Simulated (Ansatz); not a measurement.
Ag, one cell by several methods

```
Ag
1.0
     2.91033    0.00000    0.00000
    -1.45517    2.52042    0.00000
     0.00000    0.00000    4.75785
Ag
2
Cartesian
  0.0000 1.6803 1.1895
  1.4552 0.8401 3.5684
```

Atom numbers follow the list: Ag1, Ag2.

The cell comes from COD entry 1509145, which wasn't checked; take it as a given geometry. The listed cell was then made from it by scaling, straining or moving an atom.

Levels of theory: DFT, LDA, PAW with Ansatz's default frozen-core files, scalar-relativistic (Ansatz 0.2.0); DFT, LDA, all-electron PAW with datasets made for the crystal, scalar-relativistic (Ansatz 0.2.0); DFT, LDA, all-electron LAPW, scalar-relativistic (Ansatz 0.2.0).

For PAW: a Γ-centred 14×14×8 k mesh, Fermi–Dirac smearing of 0.05 eV, cutoff 420 eV, no spin polarisation; the PAW files were made with PBE, and the program remakes their frozen cores for this functional. The crystal-made all-electron datasets (AE datasets) take a cutoff of 260 eV at this cell. LAPW targets a basis error of 0.25 meV/atom. The Ansatz runs share mesh, smearing and spin set-up. Plane-wave (PAW) pressures include the program's estimate of the Pulay term.

Stress and pressure are positive in compression.

The change that made this cell: volume scaled by 0.98.

```
       quantity    PAW  AE datasets   LAPW
 pressure (GPa)  -9.02        -9.02  -9.02
stress xx (GPa)  -8.90        -8.90  -8.90
stress zz (GPa)  -9.25        -9.25  -9.25
```
